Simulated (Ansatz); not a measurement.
PbTe (rock salt), conventional cell a = b = c = 6.535 Å, α = β = γ = 90.00°. The calculation uses the primitive cell of 2 atoms, to which meshes and values per cell refer.

Two coordinates are scanned: the volume, and the ratio of the stretch along z (the conventional c axis) to the stretch across it. Atoms keep their fractional coordinates.

Method: r2SCAN (plane waves to 500 eV, PAW, scalar-relativistic; Ansatz, an electronic-structure program). k mesh 9×9×9 (Γ-centred), Fermi-Dirac smearing 0.05 eV. The energy includes the smearing's −TS. PbTe was relaxed with its symmetry unable to fall. Spin-orbit coupling is left out, though Pb and Te are heavy. ΔE is measured from the relaxed starting cell.

What ΔE (kJ/mol of atoms) does the calculation give at all points of the grid V/V₀ = 0.960, 0.973, 0.987, 1.000, 1.013, 1.027, 1.040 by (c/a)/(c/a)₀ = 0.960, 0.973, 0.987, 1.000, 1.013, 1.027, 1.040?

ΔE (kJ/mol of atoms), with V/V₀ across and (c/a)/(c/a)₀ down:

| (c/a)/(c/a)₀ \ V/V₀ | 0.960 | 0.973 | 0.987 | 1.000 | 1.013 | 1.027 | 1.040 |
|---|---|---|---|---|---|---|---|
| 0.960 | 2.29 | 1.79 | 1.47 | 1.33 | 1.35 | 1.51 | 1.81 |
| 0.973 | 1.42 | 0.96 | 0.68 | 0.57 | 0.62 | 0.82 | 1.16 |
| 0.987 | 0.92 | 0.48 | 0.22 | 0.14 | 0.21 | 0.43 | 0.78 |
| 1.000 | 0.76 | 0.33 | 0.08 | 0.00 | 0.08 | 0.30 | 0.66 |
| 1.013 | 0.91 | 0.47 | 0.22 | 0.13 | 0.20 | 0.42 | 0.77 |
| 1.027 | 1.34 | 0.89 | 0.61 | 0.51 | 0.56 | 0.76 | 1.10 |
| 1.040 | 2.04 | 1.55 | 1.24 | 1.11 | 1.13 | 1.30 | 1.61 |

(Under strain, the slope of the energy per volume gives the stress and its curvature an elastic modulus.)
